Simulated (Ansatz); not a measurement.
**ScCo: constraining the magnetisation**

ScCo is taken as an experimental structure (space group Pm-3m), 2 atoms in the cell. The computed pressure is over 10 GPa in size, so the cell is far from the computed equilibrium volume. Source: COD entry 1523971, which need not be the ambient phase.

```
Co Sc
1.0
     3.14500    0.00000    0.00000
     0.00000    3.14500    0.00000
     0.00000    0.00000    3.14500
Co Sc
1 1
Direct
  0.00000 0.00000 0.00000
  0.50000 0.50000 0.50000
```

Site labels below count the atoms in this order, from 1.

Level of theory: DFT, LDA, PAW, plane waves, scalar-relativistic (Ansatz).

```yaml
plane_wave_cutoff: 420 eV
k_point_mesh: 10×10×10 (Γ-centred)
occupations: Fermi–Dirac smearing, 0.1 eV
```

Site moments are integrals over atomic spheres and don't add up to the total.

The total moment of the cell is held fixed (separate Fermi levels for the two spins), shared at the start among the Co atoms with one sign; no search for lower states follows. F is the free energy per cell, and F(lowest) that of the lowest run, the runs with a free moment included. Each row is one local solution, which need not be the lowest state at that M. The run at M = 0 starts without moments and gives the spin-unpolarised solution. The cell holds one magnetic atom, so only parallel order fits; orders in a larger cell may lie lower.

The run at M = 0.90 μB took 3.2 s on 2 threads of x86-64 server CPU, with other jobs on the host, peak memory 0.36 GiB.

```tsv
fixed M (μB/cell)	F − F(lowest) (meV/cell)	moments of Co1 (μB)
0.00	0	0.00
0.22	?	?
0.45	35	0.57
0.67	88	0.76
0.90	164	0.95
1.12	249	1.11
1.35	?	?
1.57	467	1.39
1.80	610	1.51
```

Fill in the row for M = 0.22 μB.

6 meV; moments Co1 0.31 μB.

Fill in the row for M = 1.35 μB.

352 meV; moments Co1 1.26 μB.

With the constraint released: “usual moment, free total moment [Co1 3.00 μB]” ends at 0.00 μB, 0 meV; “usual moment scaled by 0.1, free total moment [Co1 0.30 μB]” ends at 0.00 μB, 0 meV.
